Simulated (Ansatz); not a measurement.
# Two-dimensional strain map in Se

Theory: DFT PBEsol, scalar-relativistic, plane waves, PAW (Ansatz). Cutoff 420 eV, Γ-centred 20×20×20 k-points, Gaussian smearing of 0.15 eV. No spin polarisation. Energies are free energies at this smearing, counted from the undisturbed cell; pressure is positive in compression.

The undisturbed cell (as given, not relaxed at this level; it stands at -2.1 GPa; this bcc form isn't the usual structure):

```yaml
crystal:
  lattice:
    - [-1.70345, 1.70345, 1.70345]
    - [1.70345, -1.70345, 1.70345]
    - [1.70345, 1.70345, -1.70345]
  atoms:
    - { symbol: Se, position: [0.00000, 0.00000, 0.00000] }
```

The cell is strained by p along both x and y and by q along z, fractional coordinates fixed. Points are written (p, q).

Energy above the undisturbed cell in meV/atom (a dash: not computed):

```
 p \ q  -0.050  -0.025  0.000  0.025  0.050
-0.050    93.2    58.9   38.1   29.2   30.1
-0.025    31.8       –      –      –      –
 0.000     8.7       –    0.0      –   31.0
 0.050    49.2       –   73.7      –  128.5
```

Pressure in GPa:

| p \ q | -0.050 | -0.025 | 0.000 | 0.025 | 0.050 |
| --- | --- | --- | --- | --- | --- |
| -0.050 | 14.8 | 11.2 | 7.9 | 5.0 | 2.5 |
| -0.025 | 7.9 | – | – | – | – |
| 0.000 | 2.4 | – | -2.1 | – | -5.3 |
| 0.050 | -5.0 | – | -7.9 | – | -9.9 |